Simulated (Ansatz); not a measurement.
Relaxed BP (zinc blende):

```
CELL_PARAMETERS angstrom
      0.00000     2.27424     2.27424
      2.27424     0.00000     2.27424
      2.27424     2.27424     0.00000
ATOMIC_POSITIONS crystal
  P  0.75000 0.75000 0.75000
  B  0.00000 0.00000 0.00000
```

In each cell atom 1 (P, nearest neighbour B at 1.970 Å; its periodic images, 3.2 Å or more away, move with it) moves by s·(-0.577, -0.577, 0.577) (towards the nearest neighbour), the rest being held.

Computed with PBE (plane waves to 420 eV, PAW, scalar-relativistic; Ansatz, a program for electronic structure). k mesh 10×10×10 (Γ-centred), Fermi-Dirac smearing 0.05 eV. E stands for the smeared free energy. Left out: 1 of 11 points, with atoms too close for the PAW data. As the smearing reaches across the gap at some points, energies and forces of such displacements shift with the k mesh and the smearing. BP was relaxed with its symmetry unable to fall. ΔE is measured from the undisplaced structure.

Successive frames, forces in eV/Å:

```tsv
frame	ΔE (meV/cell)	F on P1	F on B2
s = 0.118 Å	149	(1.552, 1.552, -1.552)	(-1.552, -1.552, 1.552)
s = 0.000 Å	0	(0.000, 0.000, 0.000)	(0.000, 0.000, 0.000)
s = -0.118 Å	114	(-1.026, -1.026, 1.026)	(1.026, 1.026, -1.026)
s = -0.236 Å	383	(-1.501, -1.501, 1.501)	(1.501, 1.501, -1.501)
```

What are the energy and the forces in the next frame, s = -0.354 Å?

ΔE (meV/cell) = 707.

| atom | Fx | Fy | Fz |
|---|---|---|---|
| P1 | -1.605 | -1.605 | 1.605 |
| B2 | 1.605 | 1.605 | -1.605 |

(A displaced cell: forces are minus the slopes of the energy, force constants its curvatures, and phonons follow from these.)
